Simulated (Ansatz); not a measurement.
All numbers below come from DFT PBE, scalar-relativistic, plane waves, PAW (Ansatz).

Plane waves to 420 eV, a k mesh through Γ of 12×12×4 on the computed 5-atom cell and Gaussian smearing (0.05 eV); no spin polarisation.

```yaml
crystal:
  lattice:
    - [3.59747, 0.00000, 0.00000]
    - [-1.79874, 3.11550, 0.00000]
    - [0.00000, 0.00000, 10.37845]
  atoms:
    - { symbol: Sr, position: [0.00000, 0.00000, 0.50000] }
    - { symbol: Pb, position: [0.66667, 0.33333, 0.16771] }
    - { symbol: Pb, position: [0.33333, 0.66667, 0.83229] }
    - { symbol: N, position: [0.66667, 0.33333, 0.70477] }
    - { symbol: N, position: [0.33333, 0.66667, 0.29523] }
```

Q: Is this geometry at equilibrium? Which atom feels the largest force?

A: It isn't. Atom 2 (Pb) feels (0.00, 0.00, 1.40) eV/Å, 1.403 eV/Å in size, and symmetry-related atoms feel the same size.

Q: Give all forces and the stress.

A:
| atom | Fx | Fy | Fz |
| --- | --- | --- | --- |
| Sr1 | 0.000 | 0.000 | 0.000 |
| Pb2 | 0.000 | 0.000 | 1.403 |
| Pb3 | 0.000 | 0.000 | -1.403 |
| N4 | 0.000 | 0.000 | -0.729 |
| N5 | 0.000 | 0.000 | 0.729 |
Stress (GPa, compression positive):
```
 -0.77   0.00   0.00
  0.00  -0.77   0.00
  0.00   0.00 -16.67
```

Spin–orbit coupling is left out, which can shift energies with elements as heavy as these.